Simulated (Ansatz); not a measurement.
TiC2:
```cif
data_C2Ti
_chemical_formula_sum 'Ti1 C2'
_space_group_name_H-M_alt 'P 1'
_space_group_IT_number 1
_cell_length_a 2.60690
_cell_length_b 2.60690
_cell_length_c 4.18345
_cell_angle_alpha 90.000
_cell_angle_beta 90.000
_cell_angle_gamma 120.000
loop_
_space_group_symop_operation_xyz
  'x, y, z'
loop_
_atom_site_label
_atom_site_type_symbol
_atom_site_fract_x
_atom_site_fract_y
_atom_site_fract_z
_atom_site_occupancy
Ti1 Ti 0.00000 0.00000 0.00000 1
C1 C 0.33333 0.66667 0.55110 1
C2 C 0.66667 0.33333 0.44890 1
```

This is the r²SCAN-relaxed structure.

Problem. All from r²SCAN in the plane-wave PAW code Ansatz, unless another level is named. Predict the electronic character.

Solution. metallic (no gap).

Problem. Give the formation energy from the elements (no fitted shifts).

Solution. 0.43 eV/atom.

Problem. Give the density of states at the Fermi level.

Solution. 0.37 states/eV per atom (mean over ±0.08 eV).

Space group P-3m1. The start of the workflow was typed in or built on a structure type; neither database checked (COD, Materials Project) lists it. Its standing as an ambient phase is unchecked. Symmetry was held in the r²SCAN relaxation; its stability against distortions is not shown here. No spin polarisation was allowed. The volume moved by 15 % from the start of the relaxation. Its formation energy is positive at this level, so the cell may be metastable or incomplete. The references are the lowest solids computed at this level, not always the standard phases.

Potentials: the earlier of the program's two PAW sets.
